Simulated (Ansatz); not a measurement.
In PBEsol in the plane-wave PAW code Ansatz, Pd in the diamond structure (Fd-3m) relaxes to a = 5.685 Å. Pd has 4 nearest neighbours from 2.46 Å (tetrahedral).

Electronic character: metallic (no gap). Gap from PBEsol with spin–orbit coupling: none (metallic).

An equation-of-state fit gives a bulk modulus of 837 kbar. The relaxed-ion elastic constants in GPa are C11 = 58.3, C12 = 96.7, C44 = -26.7. The highest mode at Γ lies at 209 cm^-1.

The start of the workflow was typed in or built on a structure type; neither database checked (COD, Materials Project) lists it. It is not the phase usual at ambient conditions (space group No. 225). The PBEsol relaxation kept the symmetry of its start. At this level the phase is mechanically unstable. No spin polarisation was allowed. As this level gives no gap, shear constants depend on the k-mesh and smearing (Fermi–Dirac, 0.1 eV here). As this level gives no gap, phonon frequencies hold no LO–TO term and depend on the k-mesh and smearing (Fermi–Dirac, 0.1 eV here). Spin–orbit coupling is left out wherever it is not named.

Potentials: the later of the program's two PAW sets.
